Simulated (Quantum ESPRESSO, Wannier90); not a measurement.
# Wannier functions of In₂SbAs (R3m)

Structure: Materials Project mp-1223844, symmetrised, not relaxed again. Not found in the COD (Crystallography Open Database) copy used; not checked further. Level: PBEsol, no spin polarisation, no spin-orbit coupling; pw.x of Quantum ESPRESSO at 68 Ry with PseudoDojo potentials, 6×6×6 k-points, Wannier90. Density: 8×8×8 mesh, cold smearing 0.01 Ry. Spin-orbit coupling is left out although heavy elements are present.

The plane-wave run has 46 bands and 56 electrons a cell. On the energy scale of pw.x, whose zero is arbitrary, the Fermi level lies at 6.95 eV.

Isolated groups of bands, relative to the Fermi level (bands from 23 on overlap up to the last one computed):

```csv
bands,from (eV),to (eV),filling,weight on atomic waves
1–5,-35.40,-35.39,filled,As 3d 100 %
6–10,-28.38,-28.36,filled,Sb 4d 100 %
11–20,-14.64,-14.29,filled,In 4d 99 %
21–22,-11.21,-8.67,filled,"As 4s 34 %, Sb 5s 31 %, In 5p 20 %"
```

Input w.win, without the blocks of cell, atoms and k-points (216 lines):

```
num_bands = 46
num_wann = 16
num_iter = 1000
conv_tol = 1.0e-6
conv_window = 4
dis_num_iter = 1000
dis_conv_tol = 1.0e-6
dis_froz_max = 8.45
write_hr = true
write_u_matrices = true
begin projections
f=-0.00243,0.00417,0.01547: s;p
f=-0.50792,-0.49064,0.48624: s;p
f=0.38378,0.36732,-0.12178: s;p
f=-0.11829,-0.12948,0.37001: s;p
end projections
mp_grid = 6 6 6
```

### Question
This input has a fault. Which, and what does the program do?

### Answer
wannier90.x stops with:
```
dis_windows: More states in the frozen window than target WFs
```
At some k-point more bands lie below dis_froz_max than there are Wannier functions, and every frozen state has to fit into the subspace. Here the deep bands below band 21 or between the kept ones were not excluded and fill the window; only bands 21-46 belong to the model. Mended as below, all else unchanged, the run goes through (Ω_I = 28.9 Å²) and follows the plane-wave bands to 5.3 meV rms (states up to 1.0 eV relative to the Fermi level).
```
num_bands = 26
exclude_bands = 1-20
```
